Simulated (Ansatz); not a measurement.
Starting cell, CaO (rock salt):

```
CaO
1.0
    0.00000     4.79479     4.79479
    2.39740     2.39740     4.79479
    2.39740     2.39740     0.00000
O Ca
2 2
Cartesian
  0.00000   0.00000   0.00000
  2.39740   4.79479   2.39740
  2.39740   2.39740   2.39740
  2.39740   4.79479   4.79479
```

The atoms are displaced by Q × the pattern below (from a DFPT mode at X = (0.5, 0.5, 0.0), largest move 1; Q in Å), at fixed cell. It is one choice among 2 degenerate patterns. (q is in reciprocal vectors of the primitive cell; the cell shown is doubled to hold the pattern.)

```tsv
atom	x	y	z
O1	0.000	0.610	0.000
O2	0.000	-0.610	0.000
Ca3	0.000	-1.000	0.000
Ca4	0.000	1.000	0.000
```

These are r2SCAN (plane waves to 500 eV, PAW, scalar-relativistic; Ansatz, a first-principles code) values and carry that method's errors. k mesh 12×12×12 (Γ-centred), Fermi-Dirac smearing 0.05 eV. Energies are smeared free energies. CaO was relaxed with its symmetry unable to fall. ΔE is measured from the undisplaced structure.

```csv
Q (Å),ΔE (meV/cell)
-0.100,70.2
-0.067,31.2
-0.033,7.8
0.000,0.0
0.033,7.8
0.067,31.2
0.100,70.2
```

Which DFPT wavenumber at X = (0.5, 0.5, 0.0) belongs to this mode?
(A) 204 cm⁻¹
(B) 300 cm⁻¹
(C) 398 cm⁻¹

A, 204 cm⁻¹. The curvature of the scan gives 204 cm⁻¹

(A displaced cell: forces are minus the slopes of the energy, force constants its curvatures, and phonons follow from these.)
